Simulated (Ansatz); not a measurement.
A 6-atom cell of TiO₂ built on the anatase structure (relaxed group I4_1/amd) was relaxed with 3 functionals in the PAW code Ansatz, cell and atoms free, the symmetry of the start kept (meshes: PBE 8×8×8, r2SCAN 8×8×8, PBEsol 8×8×8). The values are computed, spin-unpolarised.

The r2SCAN result:
```cif
data_structure
_symmetry_space_group_name_H-M 'P 1'
_symmetry_Int_Tables_number 1
_cell_length_a 5.4860
_cell_length_b 5.4860
_cell_length_c 5.4860
_cell_angle_alpha 139.721
_cell_angle_beta 139.721
_cell_angle_gamma 58.278
_cell_volume 68.39
loop_
_atom_site_label
_atom_site_type_symbol
_atom_site_fract_x
_atom_site_fract_y
_atom_site_fract_z
_atom_site_occupancy
Ti1 Ti 0.00000 0.00000 0.00000 1
Ti2 Ti 0.75000 0.25000 0.50000 1
O1 O 0.95729 0.45729 0.50000 1
O2 O 0.20729 0.20729 0.00000 1
O3 O 0.54271 0.04271 0.50000 1
O4 O 0.79271 0.79271 0.00000 1
```

It is tetragonal, I4_1/amd (No. 141); conventional cell a = 3.778 Å, c = 9.583 Å, 11.40 Å³ an atom. Ti has 6 O at 1.93–1.99 Å and 4 Ti at 3.05 Å; O has 3 Ti at 1.93–1.99 Å.

(1) Order the functionals by the relaxed volume, smallest first.
A. r2SCAN
B. PBE
C. PBEsol

(2) How does the cell change with PBE?

(3) What lattice does PBEsol give?

(4) Held at the r2SCAN cell, what mean stress does PBE find, and does its sign point to its own minimum?

(5) How do the relaxed cells compare with measured ones?

Results:

(1) C (11.31 Å³/atom), A (11.40 Å³/atom), B (11.66 Å³/atom).

(2) a = 3.799 Å, c = 9.698 Å; the volume differs by +2.3 % from r2SCAN's. Around Ti lie 6 O at 1.95–2.00 Å; around O lie 3 Ti at 1.95–2.00 Å.

(3) a = 3.769 Å, c = 9.555 Å; the volume differs by -0.7 % from r2SCAN's. Ti has 6 O at 1.93–1.98 Å and 4 Ti at 3.04 Å; O has 3 Ti at 1.93–1.98 Å.

(4) Yes. PBE +4.65 GPa, and its relaxed volume is +2.3 % from r2SCAN's. Compression counts positive, so a positive stress asks for a larger cell.

(5)
Comparison with experiment:
- Lattice constant a, measured 3.78 Å: PBE 3.799 (+0.5 %), r2SCAN 3.778 (-0.1 %), PBEsol 3.769 (-0.3 %). Source: 3.78 Å (a = b, conventional tetragonal cell; 300 K; Room-temperature value quoted in the paper's theory part; extrapolation to zero temperature gives 3.78 Å; quoted in “Strongly bound excitons in anatase TiO₂ single crystals and nanoparticles”, 2017, pmc:5432032).
- Lattice constant c, measured 9.51 Å: PBE 9.698 (+2.0 %), r2SCAN 9.583 (+0.8 %), PBEsol 9.555 (+0.5 %). Source: 9.51 Å (c, conventional tetragonal cell; 300 K; Room-temperature value quoted in the paper's theory part; extrapolation to zero temperature gives 9.49 Å; quoted in “Strongly bound excitons in anatase TiO₂ single crystals and nanoparticles”, 2017, pmc:5432032).
The calculated lattice is static; the measured one holds thermal expansion and zero-point motion. Reports marked as nanostructured, strained, doped, implanted or mixed samples, and transport gaps, were set aside.
